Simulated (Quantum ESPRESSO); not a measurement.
# Computed records: Hf2TiGaO7F (made-up cell), Hf3TaNO7 (made-up cell), HfTaNbO6F2 (made-up cell, one site empty)

Computed with Quantum ESPRESSO 7.5. Calculation on a made-up crystal cell, not a measurement, run twice, once with a planted mistake found by running each candidate: periodic Kohn-Sham density functional theory in plane waves with PseudoDojo standard norm-conserving scalar-relativistic pseudopotentials, each functional with its own files (v0.5 for PBE, v0.4.1 for LDA and PBEsol), no spin polarisation, no spin-orbit coupling, atoms not relaxed, stress positive in tension, energies less a fixed whole-eV offset for each atom's element; levels are Kohn-Sham levels at fractions of this cell's reciprocal vectors, counted from the reference band (half the neutral cell's valence electrons, rounded up) at Gamma; error bars cover cutoff and k-mesh only, not smearing or the files; each bar is the largest change over components, and at least 0.002 eV, 0.002 eV per angstrom or 0.02 GPa; a charged cell sits in a uniform background, with energy and stress on this program's zero of potential; no dispersion term; energies are for the whole cell, and the offsets were chosen from early runs and are not element reference energies; a distance is the largest change of any value in units of its error bar (the energy's for the smearing term), a scale change is of lengths, and a coarse mesh keeps the half-step shift.

Common to all runs: intended functional pbe; intended cutoff 1143 eV; intended fermi dirac smearing 0.025 eV; intended scf tolerance 1e-07 eV; intended electrons removed 0; healthy smearing term minus ts 0 eV; candidate functional lda; structure shown as intended, without the mistake.

Notes on all entries: the hafnium pseudopotential is less sure than the others, with forces about 3 percent (worst 6) and pressure in oxides about 1.5 GPa (worst 2.7) from a second method in checks, which the error bars do not cover.

(1) Hf2TiGaO7F (made-up cell)

Intended structure:
```xyz
12
Lattice="4.9656 0.0000 0.0000 0.0000 4.9656 0.0000 0.0000 0.0000 4.9656" Properties=species:S:1:pos:R:3 Hf2TiGaO7F
Ti    -0.0155    -0.0432     0.0064
Ga     0.1543     2.4318     2.5717
Hf     2.5336     0.0003     2.4570
Hf     2.5272     2.5461    -0.1236
O      1.2966     1.4277     1.1457
O      1.3687     1.2170     3.6331
O      1.3640     3.7844     1.1600
O      1.3565     3.7038     3.6832
O      3.8057     1.2293     1.2920
F      3.8418     1.1370     3.6039
O      3.5865     3.5868     1.1702
O      3.5788     3.6870     3.6654
```

| Property | Result |
| --- | --- |
| lattice type | fluorite |
| healthy free energy less offsets | 4.677 eV |
| healthy scf iterations | 15 |
| healthy pressure | 13.75 GPa |
| healthy stress xx | -14.2 GPa |
| healthy stress yy | -13.21 GPa |
| healthy stress zz | -13.83 GPa |
| healthy stress yz | 3.65 GPa |
| healthy stress xz | -0.61 GPa |
| healthy stress xy | -3.85 GPa |
| healthy reference band | 49 |
| faulty free energy less offsets | 11.218 eV |
| faulty scf iterations | 15 |
| faulty smearing term minus ts | 0 eV |
| faulty pressure | -3.02 GPa |
| faulty stress xx | 2.26 GPa |
| faulty stress yy | 3.66 GPa |
| faulty stress zz | 3.13 GPa |
| faulty stress yz | 3.73 GPa |
| faulty stress xz | -0.45 GPa |
| faulty stress xy | -3.48 GPa |
| faulty reference band | 49 |
| candidate k points along each vector | 2 |
| candidate cutoff | 837 eV |
| candidate smearing | 0.64 eV |
| candidate scf tolerance | 0.2 eV |
| candidate electrons removed | 1 |
| candidate scale change | 1.11 percent |
| candidate first exchanged site | 6 |
| candidate second exchanged site | 10 |
| intended k mesh | 5 x 5 x 5, shifted by half a step |
| fault kind | wrong functional |
| other mistakes compared | 7 |
| distance from healthy | 2200 error bars |
| distance from nearest other mistake | 1787 error bars |
| healthy error bar energy | 0.002973 eV |
| healthy error bar stress | 0.0386 GPa |
| healthy error bar force | 0.002551 eV/Å |
| healthy error bar next band up | 0.002 eV |

Atoms:
```
atoms element  atom site  atom energy offset (eV)
           Ti          1                    -1614
           Ga          2                    -2080
           Hf          3                    -1535
           Hf          4                    -1535
            O          5                     -452
            O          6                     -452
            O          7                     -452
            O          8                     -452
            O          9                     -452
            F         10                     -677
            O         11                     -452
            O         12                     -452
```

Healthy forces:
```
site  x (eV/Å)  y (eV/Å)  z (eV/Å)
   1     2.042    -1.251      3.36
   2     1.083     0.787    -2.392
   3    -1.869    -1.016    -3.465
   4    -2.033    -1.287     2.948
   5     -1.42    -1.717     0.488
   6    -1.428    -0.502     0.414
   7    -3.128     2.196    -0.776
   8    -4.208     0.264    -0.491
   9     1.092    -1.598    -1.611
  10     0.858       0.8       1.9
  11     4.062     2.221     0.479
  12      4.95     1.101    -0.853
```

Healthy levels:
```
level k point  next band up (eV)
        Gamma              0.507
(1/2,1/2,1/2)              1.083
   (0.15,0,0)              0.569
   (0,0.15,0)              0.628
   (0,0,0.15)              0.645
```

Faulty forces:
```
site  x (eV/Å)  y (eV/Å)  z (eV/Å)
   1     1.977    -1.208     3.302
   2     1.185     0.599    -2.278
   3    -1.726    -1.072    -3.208
   4    -2.082    -0.922     2.896
   5    -1.217     -1.57     0.471
   6    -1.153    -0.462     0.305
   7    -2.711      2.19    -0.834
   8    -3.793     0.152    -0.457
   9     0.889    -1.668    -1.492
  10     0.585     0.694     1.753
  11     3.603     2.162     0.305
  12     4.441     1.106    -0.762
```

Faulty levels:
```
level k point  next band up (eV)
        Gamma              0.418
(1/2,1/2,1/2)              1.034
   (0.15,0,0)              0.483
   (0,0.15,0)              0.535
   (0,0,0.15)              0.554
```

Candidate mistake: coarse kmesh, low cutoff, wide smearing, wrong functional, loose scf, wrong charge, cell scaled, atoms exchanged

(2) Hf3TaNO7 (made-up cell)

Intended structure:
```xyz
12
Lattice="4.7000 -0.0441 0.0172 -0.0441 4.7125 -0.0523 0.0228 -0.0692 6.3409" Properties=species:S:1:pos:R:3 Hf3TaNO7
Ta    -0.0188    -0.0399    -0.0314
Hf     2.2263     2.2708     1.5434
Hf     0.0695    -0.1021     3.1406
Hf     2.4457     2.2457     4.7546
O      1.4468     1.3175     0.0706
N      3.3682     3.1631    -0.0484
O      3.8109     1.0030     1.5459
O      0.7429     3.7446     1.4693
O      1.3486     1.3929     3.0498
O      3.2782     3.1821     3.1554
O      3.6488     0.7518     4.6916
O      1.0336     3.7405     4.7413
```

| Item | Value |
| --- | --- |
| lattice type | rutile, doubled along c |
| healthy free energy less offsets | -6.626 eV |
| healthy scf iterations | 15 |
| healthy pressure | 18.41 GPa |
| healthy stress xx | -18.51 GPa |
| healthy stress yy | -19.2 GPa |
| healthy stress zz | -17.52 GPa |
| healthy stress yz | -3.54 GPa |
| healthy stress xz | 0.34 GPa |
| healthy stress xy | -2.72 GPa |
| healthy reference band | 48 |
| faulty free energy less offsets | -6.621 eV |
| faulty scf iterations | 7 |
| faulty smearing term minus ts | 0 eV |
| faulty pressure | 18.48 GPa |
| faulty stress xx | -18.55 GPa |
| faulty stress yy | -19.24 GPa |
| faulty stress zz | -17.64 GPa |
| faulty stress yz | -3.54 GPa |
| faulty stress xz | 0.34 GPa |
| faulty stress xy | -2.2 GPa |
| faulty reference band | 48 |
| candidate k points along each vector | 2 |
| candidate cutoff | 718 eV |
| candidate smearing | 0.4 eV |
| candidate scf tolerance | 0.05 eV |
| candidate electrons removed | 1 |
| candidate scale change | 1.82 percent |
| candidate first exchanged site | 5 |
| candidate second exchanged site | 6 |
| intended k mesh | 5 x 5 x 4, shifted by half a step |
| fault kind | loose scf |
| other mistakes compared | 7 |
| distance from healthy | 45.36 error bars |
| distance from nearest other mistake | 41.2 error bars |
| healthy error bar energy | 0.003789 eV |
| healthy error bar stress | 0.02807 GPa |
| healthy error bar force | 0.002 eV/Å |
| healthy error bar next band up | 0.002 eV |

Atoms:
```
atoms element  atom site  atom energy offset (eV)
           Ta          1                    -1770
           Hf          2                    -1535
           Hf          3                    -1535
           Hf          4                    -1535
            O          5                     -452
            N          6                     -283
            O          7                     -452
            O          8                     -452
            O          9                     -452
            O         10                     -452
            O         11                     -452
            O         12                     -452
```

Healthy forces:
```
site  x (eV/Å)  y (eV/Å)  z (eV/Å)
   1    -2.646    -1.234    -0.025
   2     2.242     1.623      0.14
   3    -1.162      0.25     0.594
   4     -0.94     0.935    -0.149
   5    -0.834    -0.533    -2.127
   6     0.453     1.672     0.329
   7     0.952    -2.041    -0.324
   8     1.335    -0.105    -0.749
   9     0.175     0.134     1.701
  10    -0.534    -0.208    -0.272
  11     2.666    -1.959     0.773
  12    -1.707     1.464     0.109
```

Healthy levels:
```
level k point  next band up (eV)
        Gamma              2.221
(1/2,1/2,1/2)              2.742
   (0.15,0,0)              2.335
   (0,0.15,0)              2.331
   (0,0,0.15)              2.305
```

Faulty forces:
```
site  x (eV/Å)  y (eV/Å)  z (eV/Å)
   1    -2.631    -1.219    -0.004
   2      2.24      1.63     0.102
   3    -1.158     0.243     0.583
   4    -0.944     0.938    -0.112
   5    -0.853    -0.554    -2.143
   6     0.455      1.67     0.326
   7     0.969    -2.052     -0.33
   8     1.319    -0.103    -0.755
   9     0.156     0.123     1.709
  10    -0.508    -0.178    -0.274
  11     2.677    -1.973     0.787
  12    -1.722     1.475     0.112
```

Faulty levels:
```
level k point  next band up (eV)
        Gamma              2.133
(1/2,1/2,1/2)              2.651
   (0.15,0,0)              2.247
   (0,0.15,0)              2.242
   (0,0,0.15)              2.216
```

Candidate mistake: coarse kmesh, low cutoff, wide smearing, wrong functional, loose scf, wrong charge, cell scaled, atoms exchanged

(3) Hf2TiGaO7F (made-up cell)

Structure as in entry 1.

| Quantity | Value |
| --- | --- |
| lattice type | fluorite |
| healthy free energy less offsets | 4.677 eV |
| healthy scf iterations | 15 |
| healthy pressure | 13.75 GPa |
| healthy stress xx | -14.2 GPa |
| healthy stress yy | -13.21 GPa |
| healthy stress zz | -13.83 GPa |
| healthy stress yz | 3.65 GPa |
| healthy stress xz | -0.61 GPa |
| healthy stress xy | -3.85 GPa |
| healthy reference band | 49 |
| faulty free energy less offsets | 4.682 eV |
| faulty scf iterations | 7 |
| faulty smearing term minus ts | 0 eV |
| faulty pressure | 11.77 GPa |
| faulty stress xx | -12.1 GPa |
| faulty stress yy | -11.31 GPa |
| faulty stress zz | -11.92 GPa |
| faulty stress yz | 3.78 GPa |
| faulty stress xz | -0.64 GPa |
| faulty stress xy | -3.81 GPa |
| faulty reference band | 49 |
| candidate k points along each vector | 2 |
| candidate cutoff | 837 eV |
| candidate smearing | 0.64 eV |
| candidate scf tolerance | 0.2 eV |
| candidate electrons removed | 1 |
| candidate scale change | 1.11 percent |
| candidate first exchanged site | 6 |
| candidate second exchanged site | 10 |
| intended k mesh | 5 x 5 x 5, shifted by half a step |
| fault kind | loose scf |
| other mistakes compared | 7 |
| distance from healthy | 54.56 error bars |
| distance from nearest other mistake | 102.9 error bars |
| healthy error bar energy | 0.002973 eV |
| healthy error bar stress | 0.0386 GPa |
| healthy error bar force | 0.002551 eV/Å |
| healthy error bar next band up | 0.002 eV |

Atoms:
```
atoms element  atom site  atom energy offset (eV)
           Ti          1                    -1614
           Ga          2                    -2080
           Hf          3                    -1535
           Hf          4                    -1535
            O          5                     -452
            O          6                     -452
            O          7                     -452
            O          8                     -452
            O          9                     -452
            F         10                     -677
            O         11                     -452
            O         12                     -452
```

Healthy forces:
```
site  x (eV/Å)  y (eV/Å)  z (eV/Å)
   1     2.042    -1.251      3.36
   2     1.083     0.787    -2.392
   3    -1.869    -1.016    -3.465
   4    -2.033    -1.287     2.948
   5     -1.42    -1.717     0.488
   6    -1.428    -0.502     0.414
   7    -3.128     2.196    -0.776
   8    -4.208     0.264    -0.491
   9     1.092    -1.598    -1.611
  10     0.858       0.8       1.9
  11     4.062     2.221     0.479
  12      4.95     1.101    -0.853
```

Healthy levels:
```
level k point  next band up (eV)
        Gamma              0.507
(1/2,1/2,1/2)              1.083
   (0.15,0,0)              0.569
   (0,0.15,0)              0.628
   (0,0,0.15)              0.645
```

Faulty forces:
```
site  x (eV/Å)  y (eV/Å)  z (eV/Å)
   1     2.026    -1.227     3.351
   2     1.161     0.787    -2.443
   3    -1.879    -1.012    -3.455
   4    -2.039    -1.301     2.939
   5    -1.452    -1.725       0.5
   6    -1.437    -0.491     0.431
   7    -3.153     2.191    -0.777
   8    -4.214     0.257    -0.475
   9      1.12    -1.593    -1.625
  10     0.852      0.81     1.899
  11     4.084     2.214     0.495
  12     4.932      1.09    -0.839
```

Faulty levels:
```
level k point  next band up (eV)
        Gamma              0.521
(1/2,1/2,1/2)              1.114
   (0.15,0,0)              0.587
   (0,0.15,0)              0.647
   (0,0,0.15)              0.664
```

Candidate mistake: coarse kmesh, low cutoff, wide smearing, wrong functional, loose scf, wrong charge, cell scaled, atoms exchanged

(4) HfTaNbO6F2 (made-up cell, one site empty)

Intended structure:
```xyz
11
Lattice="5.1454 -0.0178 0.0109 -0.0178 5.0473 -0.0070 0.0109 -0.0070 5.1898" Properties=species:S:1:pos:R:3 HfTaNbO6F2
Hf    -0.1226    -0.1760     0.0189
Nb     2.6710     0.1083     2.6253
Ta     2.5475     2.5057    -0.0593
F      1.2032     1.2003     1.2157
O      1.2098     1.2093     3.8443
O      1.2843     3.7613     1.1618
O      1.1967     3.7221     3.9509
O      3.9034     1.2313     1.2167
O      3.7146     1.1180     3.8416
O      3.8565     3.7109     1.3994
F      3.8847     3.7544     3.8091
```

| Quantity | Value |
| --- | --- |
| lattice type | fluorite |
| empty site | 2 |
| healthy free energy less offsets | 11.794 eV |
| healthy scf iterations | 19 |
| healthy pressure | -17.36 GPa |
| healthy stress xx | 20.23 GPa |
| healthy stress yy | 12.18 GPa |
| healthy stress zz | 19.68 GPa |
| healthy stress yz | 3.95 GPa |
| healthy stress xz | -5.35 GPa |
| healthy stress xy | -4.97 GPa |
| healthy reference band | 44 |
| faulty free energy less offsets | 10.94 eV |
| faulty scf iterations | 19 |
| faulty smearing term minus ts | -2.345 eV |
| faulty pressure | -14.64 GPa |
| faulty stress xx | 16.69 GPa |
| faulty stress yy | 10.46 GPa |
| faulty stress zz | 16.78 GPa |
| faulty stress yz | 2.75 GPa |
| faulty stress xz | -4.65 GPa |
| faulty stress xy | -4.2 GPa |
| faulty reference band | 44 |
| candidate k points along each vector | 1 |
| candidate cutoff | 625 eV |
| candidate smearing | 0.5 eV |
| candidate scf tolerance | 0.07 eV |
| candidate electrons removed | -1 |
| candidate scale change | 0.83 percent |
| candidate first exchanged site | 1 |
| candidate second exchanged site | 3 |
| intended k mesh | 4 x 4 x 4, shifted by half a step |
| fault kind | wide smearing |
| other mistakes compared | 7 |
| distance from healthy | 1172 error bars |
| distance from nearest other mistake | 1172 error bars |
| healthy error bar energy | 0.002 eV |
| healthy error bar stress | 0.05742 GPa |
| healthy error bar force | 0.009017 eV/Å |
| healthy error bar next band up | 0.002229 eV |

Atoms:
```
atoms element  atom site  atom energy offset (eV)
           Hf          1                    -1535
           Nb          3                    -1693
           Ta          4                    -1770
            F          5                     -677
            O          6                     -452
            O          7                     -452
            O          8                     -452
            O          9                     -452
            O         10                     -452
            O         11                     -452
            F         12                     -677
```

Healthy forces:
```
site  x (eV/Å)  y (eV/Å)  z (eV/Å)
   1     2.559     0.073     1.249
   3    -1.101     0.517    -0.893
   4    -3.834     1.152     0.953
   5     1.656     0.236    -0.039
   6     2.244    -0.572     0.625
   7     1.961    -0.262    -0.635
   8     3.323     -0.18     0.029
   9    -3.188    -0.667    -0.528
  10    -0.617    -0.027     0.415
  11    -1.794     0.825    -2.021
  12    -1.209    -1.096     0.846
```

Healthy levels:
```
level k point  next band up (eV)
        Gamma              0.644
(1/2,1/2,1/2)              0.752
   (0.15,0,0)              0.701
   (0,0.15,0)              0.689
   (0,0,0.15)              0.723
```

Faulty forces:
```
site  x (eV/Å)  y (eV/Å)  z (eV/Å)
   1     1.992     0.448     1.155
   3    -1.082     0.304     -1.16
   4    -2.777      0.32     0.812
   5     1.572       0.2    -0.123
   6     1.914    -0.479     0.856
   7     1.653    -0.119    -0.621
   8     2.895    -0.011     0.047
   9    -2.868    -0.659    -0.623
  10     -0.47     0.209     0.854
  11     -1.65      0.81    -2.091
  12     -1.18    -1.022     0.894
```

Faulty levels:
```
level k point  next band up (eV)
        Gamma              1.058
(1/2,1/2,1/2)              1.265
   (0.15,0,0)              1.134
   (0,0.15,0)              1.112
   (0,0,0.15)              1.144
```

Candidate mistake: coarse kmesh, low cutoff, wide smearing, wrong functional, loose scf, wrong charge, cell scaled, atoms exchanged
